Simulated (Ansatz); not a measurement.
# B, first-principles data

B in space group I4_132 (No. 214; B on 8a), a = 4.633 Å, b = 4.633 Å, c = 4.633 Å, α = 90.00°, β = 90.00°, γ = 90.00°; the cell used has 4 atoms.

Space group I4_132 (No. 214); conventional cell a = b = c = 4.6329 Å, α = β = γ = 90.00°.

Method: the program Ansatz at the PBEsol level (PAW). Structure relaxed to zero pressure with the same functional. Other levels are named where they apply.

**Cell and energy**

```
Item                 Result
---------------  ----------
Volume per atom    12.43 Å³
Density          1.44 g/cm³
```

**Electronic structure**

```
Quantity                                                                                           Value
----------------------------------------  --------------------------------------------------------------
Band gap                                                                              1.41 eV (indirect)
Valence-band maximum                                             on the P–H line, 17 % of the way from P
Conduction-band minimum                   on the Γ–P line, 21 % of the way from Γ (8 equivalent valleys)
Smallest direct gap on the standard path                                                         2.63 eV
Electron effective mass                                            0.56, 0.56, 2.7 mₑ (principal values)
Hole effective mass                                                0.54, 0.54, 1.1 mₑ (principal values)
HSE06 gap on the PBEsol cell                                                                     2.42 eV
```

**Mechanics**

```
Item                                                                          Result
--------------------------------------------  --------------------------------------
Bulk modulus (Birch–Murnaghan fit)                                         1100 kbar
Pressure derivative B′                                                           3.4
Elastic constants (relaxed ions, GPa)              C11 = 141, C12 = 94.2, C44 = 22.9
Mechanical stability                          stable (all eigenvalues of C positive)
Hill bulk and shear moduli                                          110 and 23.2 GPa
Young's modulus                                                             65.1 GPa
Poisson's ratio                                                                 0.40
Debye temperature from the elastic constants                                   583 K
```

**Dielectric response**

```
Item                                      Value
----------------------------------------  -----
Electronic dielectric constant ε∞ (DFPT)   8.46
```

**Phonons**

```
Property                                             Result
-------------------------------  --------------------------
Highest zone-centre frequency                     1068 cm⁻¹
Zone-centre stability                no imaginary mode at Γ
Dynamical stability on the path  unstable, down to 27i cm⁻¹
```

The start of the workflow was typed in or built on a structure type; neither database checked (COD, Materials Project) lists it. It is not the phase usual at ambient conditions (space group No. 166). Symmetry was held in the PBEsol relaxation.

Potentials: the later of the program's two PAW sets.
